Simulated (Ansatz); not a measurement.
## Bi2S3 — ³³S NMR of the central transition

Cell: an entry of the Crystallography Open Database (COD) whose atoms were relaxed with PBE, the cell held.

Space group Pnma (No. 62); a = 11.3160, b = 3.9709, c = 11.1780 Å.

```
site  Wyckoff  site symmetry       x       y       z
 Bi1       4c            .m.  0.4878  0.2500  0.3250
 Bi5       4c            .m.  0.3377  0.7500  0.0320
  S9       4c            .m.  0.2838  0.2500  0.1928
 S13       4c            .m.  0.5496  0.7500  0.1292
 S17       4c            .m.  0.3775  0.7500  0.4441
```

One atom of each set is listed.

Level of theory: DFT, r2SCAN, plane waves and PAW, scalar-relativistic, 500 eV cutoff, Γ-centred 3×7×3 k-points, Fermi–Dirac smearing 0.02 eV (Ansatz 0.2.0).

³³S has I = 3/2 and Q = -69.40 mb (Pyykkö 2018); at 14.1 T its Larmor frequency is ν₀ = 46.1 MHz. Only the quadrupole interaction is simulated: positions count from each site's isotropic chemical shift, and shift anisotropy, dipolar and J coupling are left out.

Simulated pattern of one S site (static powder, Gaussian broadening 8 kHz):

offset (kHz), height and a bar:
```
   -207.7          0 
   -199.5          0 
   -191.3          7 ##
   -183.0         23 #######
   -174.8         25 ########
   -166.6         26 ########
   -158.3         27 ########
   -150.1         27 ########
   -141.9         28 ########
   -133.7         29 #########
   -125.4         30 #########
   -117.2         31 #########
   -109.0         32 ##########
   -100.8         34 ##########
    -92.5         35 ###########
    -84.3         37 ###########
    -76.1         39 ############
    -67.8         41 ############
    -59.6         43 #############
    -51.4         46 ##############
    -43.2         50 ###############
    -34.9         54 ################
    -26.7         61 ##################
    -18.5         71 #####################
    -10.2         90 ###########################
     -2.0         97 #############################
      6.2        100 ##############################
     14.4         83 #########################
     22.7         57 #################
     30.9         34 ##########
     39.1         29 #########
     47.3         27 ########
     55.6         26 ########
     63.8         24 #######
     72.0         23 #######
     80.3         22 #######
     88.5         20 ######
     96.7          7 ##
    104.9          0 
    113.2          0
```

(1) Which |C_Q| and η does the pattern imply?

Results:

(1) The pattern spans 284 kHz before broadening and its centre of gravity is at -37.9 kHz, which fixes P_Q; the places of the horns and steps fix η. That gives P_Q = 8.36 MHz, |C_Q| = 7.37 MHz and η = 0.93, the values that the calculation gives site S13 (5 Bi at 2.63–3.04 Å). The other sites have |C_Q| = 4.50, 14.8 MHz. The sign of C_Q can't be read from the pattern.

With ν_Q/ν₀ up to 0.16, terms beyond second order are no longer negligible.

Without spin–orbit coupling the gradients at and beside Bi can be off by some per cent, at some sites by more.
